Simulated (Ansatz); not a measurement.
In$_{2}$Se$_{3}$:
```cif
data_In2Se3
_chemical_formula_sum 'In2 Se3'
_space_group_name_H-M_alt 'P3m1'
_space_group_IT_number 156
_space_group_name_Hall 'P 3 -2"'
_cell_length_a 3.91239
_cell_length_b 3.91239
_cell_length_c 9.79805
_cell_angle_alpha 90.000
_cell_angle_beta 90.000
_cell_angle_gamma 120.000
loop_
_atom_site_label
_atom_site_type_symbol
_atom_site_symmetry_multiplicity
_atom_site_Wyckoff_symbol
_atom_site_fract_x
_atom_site_fract_y
_atom_site_fract_z
_atom_site_occupancy
In1 In 1 a 0.00000 0.00000 0.42651 1
In2 In 1 a 0.00000 0.00000 0.82511 1
Se1 Se 1 c 0.66667 0.33333 0.61593 1
Se2 Se 1 b 0.33333 0.66667 0.28674 1
Se3 Se 1 c 0.66667 0.33333 0.97071 1
```

Relaxed with r²SCAN+D4.

### Question
Which orbitals make up the states near the band edges in r²SCAN+D4 in the plane-wave PAW code Ansatz?

### Answer
Top 1 eV of the valence band: Se 4p 93 %. Bottom 1 eV of the conduction band: In 5s 40 %, Se 4p 40 %, In 5p 17 %. Projections are on Löwdin-orthogonalised atomic valence shells; empty p or d shells of many metals are not among them.

### Question
Tabulate the density of states.

### Answer
States/eV per cell of 5 atoms, in 0.25 eV bins, energy from the valence-band maximum.

```csv
E (eV),total,Se 4p,In 5p,In 5s
-7.85,0.00,0.00,0.00,0.00
-7.60,0.00,0.00,0.00,0.00
-7.35,0.00,0.00,0.00,0.00
-7.10,0.00,0.00,0.00,0.00
-6.85,0.00,0.00,0.00,0.00
-6.60,0.00,0.00,0.00,0.00
-6.35,0.00,0.00,0.00,0.00
-6.10,0.02,0.01,0.00,0.01
-5.85,2.77,1.37,0.12,1.20
-5.60,2.04,1.01,0.11,0.78
-5.35,5.19,2.52,0.31,1.96
-5.10,2.98,1.42,0.13,1.22
-4.85,0.77,0.37,0.02,0.29
-4.60,0.53,0.25,0.01,0.19
-4.35,0.50,0.24,0.01,0.18
-4.10,1.07,0.61,0.17,0.18
-3.85,2.86,1.84,0.73,0.15
-3.60,2.45,1.62,0.63,0.10
-3.35,2.96,2.08,0.67,0.10
-3.10,3.55,2.55,0.79,0.08
-2.85,2.08,1.53,0.43,0.05
-2.60,2.42,1.83,0.45,0.05
-2.35,3.31,2.56,0.58,0.07
-2.10,4.45,3.52,0.69,0.07
-1.85,4.71,3.73,0.70,0.10
-1.60,4.02,3.24,0.58,0.06
-1.35,2.95,2.45,0.38,0.04
-1.10,4.13,3.68,0.30,0.04
-0.85,3.80,3.44,0.23,0.04
-0.60,4.14,3.79,0.20,0.05
-0.35,6.24,5.85,0.19,0.05
-0.10,2.06,1.97,0.04,0.01
0.15,0.00,0.00,0.00,0.00
0.40,0.00,0.00,0.00,0.00
0.65,0.17,0.06,0.04,0.08
0.90,1.47,0.56,0.28,0.59
1.15,1.74,0.71,0.29,0.68
1.40,1.05,0.43,0.15,0.42
1.65,0.91,0.39,0.11,0.37
1.90,1.05,0.47,0.10,0.41
2.15,2.01,0.92,0.17,0.75
2.40,0.95,0.37,0.13,0.34
2.65,1.10,0.44,0.14,0.41
2.90,1.53,0.64,0.17,0.59
3.15,2.42,1.06,0.20,0.99
3.40,1.40,0.61,0.10,0.58
3.65,0.39,0.15,0.14,0.08
3.90,1.44,0.40,0.72,0.08
4.15,2.74,0.72,1.35,0.19
4.40,1.70,0.34,0.93,0.11
4.65,1.41,0.19,0.85,0.08
4.90,1.16,0.16,0.67,0.05
5.15,2.00,0.29,1.17,0.05
5.40,2.91,0.39,1.82,0.07
```

The start of the workflow was typed in or built on a structure type; neither database checked (COD, Materials Project) lists it. COD files the formula under space group No. 160, 166, 169, 170. Whether it is the stable phase at ambient conditions was not checked. The cell was relaxed with r²SCAN+D4 under the symmetry of its start; whether a distortion lowers the energy is not shown. Spin–orbit coupling is left out wherever it is not named.

Potentials: the earlier of the program's two PAW sets.
